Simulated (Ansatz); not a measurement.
YHg2, DFT, PBEsol, PAW with Ansatz's default frozen-core files, scalar-relativistic (Ansatz 0.2.0), run on 1 thread of Arm Neoverse V1 on a shared host.

The cell is COD entry 1522355, as deposited and not checked against the literature; nothing was relaxed. The listed cell was then made from it by scaling, straining or moving an atom.

Command: `ansatz run input.yaml --threads 1 --pin off --max-ram 4096MiB --backend cpu --events-out ev --progress --plain --runs-dir out`

```yaml
crystal:
  lattice:
    - [4.7389801046, 0.0, 0.0]
    - [-2.3694900523, 4.1040771586, 0.0]
    - [0.0, 0.0, 3.5122677413]
  atoms:
    - { symbol: "Y", position: [0.0, 0.0, 0.0] }
    - { symbol: Hg, position: [0.3333333333, 0.6666666667, 0.5] }
    - { symbol: Hg, position: [0.6666666667, 0.3333333333, 0.5] }
kpoints:
  mp_grid: { grid: [10, 10, 12] }
scf:
  occupations: { method: fermi_dirac, width: 0.03 }
hamiltonian:
  xc: pbesol
  pseudopotentials: { kind: paw }
output:
  forces: true
  stress: true
  eigenvalues: true
  efg: { contact_densities: true }
```

**Question.** How large is the problem that the program sets up?

**Answer.** 98 irreducible k-points, 1301 plane waves at Γ, 31 bands.

**Question.** Estimate the wall time and the peak memory.

**Answer.** 12 s of wall time for 6 SCF iterations, with a peak of 0.49 GiB. Times on shared machines scatter by tens of per cent.

**Question.** And the same cell and mesh by all-electron PAW (datasets made for this crystal), asked for forces, stress, eigenvalues, efg, on the same hardware?

**Answer.** 24 s, peak memory 0.66 GiB.
